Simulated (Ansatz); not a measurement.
A geometry of ZrO2 away from equilibrium: step 4 of the relaxation of a generated trial cell of ZrO2 in the AFLOW prototype A2B_hP9_150_ef_bd (C22, as in Fe2P). These are r2SCAN (plane waves to 500 eV, PAW, scalar-relativistic; Ansatz, a program for electronic structure) values and carry that method's errors. Γ-centred k-mesh 5×5×7 on the run's cell (coarser than for final values), Fermi–Dirac smearing 0.05 eV. The plane waves were selected for a different cell earlier on the path.

```xyz
9
Lattice="5.6128 0.0000 0.0000 -2.8064 4.8608 0.0000 0.0000 0.0000 3.2828" Properties=species:S:1:pos:R:3 pbc="T T T"
O      1.4740     0.0000     0.0000
O     -0.7370     1.2765     0.0000
O      2.0694     3.5843     0.0000
O      3.3491     0.0000     1.6414
O     -1.6745     2.9004     1.6414
O      1.1318     1.9604     1.6414
Zr     0.0000     0.0000     1.6414
Zr     0.0000     3.2405     3.2119
Zr     2.8064     1.6203     0.0709
```

**Question.** What forces act on the atoms (eV/Å)?

**Answer.** 
| atom | Fx | Fy | Fz |
|---|---|---|---|
| O1 | -0.23 | 0.00 | 0.00 |
| O2 | 0.12 | -0.20 | 0.00 |
| O3 | 0.12 | 0.20 | 0.00 |
| O4 | -0.01 | 0.00 | 0.00 |
| O5 | 0.00 | -0.01 | 0.00 |
| O6 | 0.00 | 0.01 | 0.00 |
| Zr7 | 0.00 | 0.00 | 0.00 |
| Zr8 | 0.00 | 0.00 | 0.30 |
| Zr9 | 0.00 | 0.00 | -0.30 |

The path ends in P-62m (No. 189) (AFLOW prototype A2B_hP9_189_fg_bc (C22, as in Fe2P)). No spin polarisation in the result.

The run could not lose the symmetry of its start; a randomly shaken copy of 9 atoms returns to this structure.

The end of the path is a generated cell of ZrO2: the first start was made by placing the elements on the sites of a structure type, and the end was not matched to a known phase here, so it may be hypothetical. Known forms of ZrO2 include space group No. 14, 137, 225.
